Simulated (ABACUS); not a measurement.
Consider a self-consistent single point of GaAs (Cm, 2 atoms in the cell; from Materials Project mp-2534, changed as shown).

```
CELL_PARAMETERS angstrom
      0.00000     2.82736     2.82736
      2.82736     0.00000     2.82736
      2.79909     2.79909     0.00000
ATOMIC_POSITIONS crystal
  Ga 0.00000 0.00000 0.00000
  As 0.25000 0.25000 0.25000
```

Level of theory: PBE, numerical atomic orbitals TZDP (confined pseudo-atomic orbitals with Gaussian additions; energy shift 0.01 Ry), PseudoDojo 0.5 standard norm-conserving PBE (tails mended) pseudopotentials in ABACUS.

ABACUS settings:

- basis: TZDP numerical atomic orbitals, energy shift 0.01 Ry
- KPT: Gamma 8 8 8 0 0 0
- basis_type: lcao
- ecutwfc: 100 Ry
- smearing_method: mv
- smearing_sigma: 0.00999582 Ry
- potentials: PseudoDojo 0.5 standard norm-conserving PBE (tails mended)
- symmetry: 1
- symmetry_prec: 1e-05
- ks_solver: scalapack_gvx
- scf_nmax: 100
- scf_thr: 1.0e-07
- mixing_type: broyden
- mixing_beta: 0.4

Problem. Estimate, at this level of theory: gap on the k-point mesh, pressure and largest force (vector length).

Solution. The run gave:

| Item | Value |
|---|---|
| Gap on the k-point mesh | 0.66 eV |
| Pressure | 4.47 GPa |
| Largest force (vector length) | 0.112 eV/Å |

The gap is read on the k-point mesh of the run and can differ from the gap over the whole zone at this level.

For comparison: a first run was changed to give this one (lattice vector c scaled by 0.99), and from it to this one the free energy goes up by 6.6 meV/atom, the pressure goes from 3.66 to 4.47 GPa and the gap on the mesh goes from 0.610 to 0.656 eV.

The atom-centred basis is finite, which shifts total energies, pressures, gaps and forces against plane waves. The structure comes from a collection of computed structures, made at another level of theory; the collection holds predicted forms beside known ones. Its lattice was then scaled.

Cost on one core: around 28 core-seconds (rough).

The atomic orbitals were generated for these runs; they are not ABACUS's published sets and were checked against plane waves on a few crystals only.

“Tails mended”: in these copies of the files the far tail of each local potential was reset to the Coulomb form.
